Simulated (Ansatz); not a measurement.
AlNi: elastic runs at many settings, some unsound

Level of theory: Ansatz, DFT LDA, scalar-relativistic, plane waves, PAW. Plane waves to 420 eV; Γ-centred k mesh 16×16×14; Fermi-Dirac smearing of 0.15 eV. No spin polarisation.

Equilibrium structure at this level:
```
Al Ni
1.0
     2.00287   -2.00286    0.00000
     2.00287    2.00286    0.00000
     0.00000    0.00000    2.83513
Al Ni
1 1
Cartesian
  0.0000 0.0000 0.0000
  2.0029 0.0000 1.4176
```

In a metal, frequencies and elastic constants depend on the k mesh and the smearing, soft modes and shear constants most. Spin polarisation was left out, and a magnetic state may lie lower.

At these settings the run gives the elastic coefficients (GPa; two-point stencil, strain 0.002 and ions relaxed unless stated):
```
      setting C11   C12    C44    C33    C13   C66
reference run  332.2  64.9  133.4  240.4  157.9  40.6
```

Question: One thing at a time is changed: collinear spin with fixed occupations; cutoff 100 eV; strain amplitude 0.01; at most 4 SCF iterations; k mesh 5×5×4; occupations gaussian, width 1.5 eV; strain amplitude 0.0002; k mesh 6×6×5. Some runs at doubtful settings were capped at 50 to 100 SCF iterations. What does each run give?

Answer:
| setting | C11 | C12 | C44 | C33 | C13 | C66 |
| --- | --- | --- | --- | --- | --- | --- |
| collinear spin with fixed occupations | input refused | – | – | – | – | – |
| cutoff 100 eV | 11844.4 | 3528.1 | 2177.6 | 6027.2 | 3254.4 | -1105.8 |
| strain amplitude 0.01 | 332.4 | 65.0 | 133.5 | 240.4 | 158.0 | 40.7 |
| at most 4 SCF iterations | not converged | – | – | – | – | – |
| k mesh 5×5×4 | 341.8 | 86.5 | 136.2 | 286.7 | 136.1 | 34.0 |
| occupations gaussian, width 1.5 eV | 327.0 | 60.5 | 133.3 | 229.5 | 157.4 | 36.7 |
| strain amplitude 0.0002 | 332.4 | 64.9 | 133.4 | 240.1 | 157.9 | 40.6 |
| k mesh 6×6×5 | 313.9 | 62.4 | 124.8 | 240.0 | 167.1 | 8.5 |
The reference run stands for the crystal at ordinary settings. Unsound on purpose: collinear spin with fixed occupations; cutoff 100 eV; at most 4 SCF iterations; occupations gaussian, width 1.5 eV.

Cost: 9 runs of about 10 core-minutes in all, on AMD EPYC (Zen 3) (shared hosts).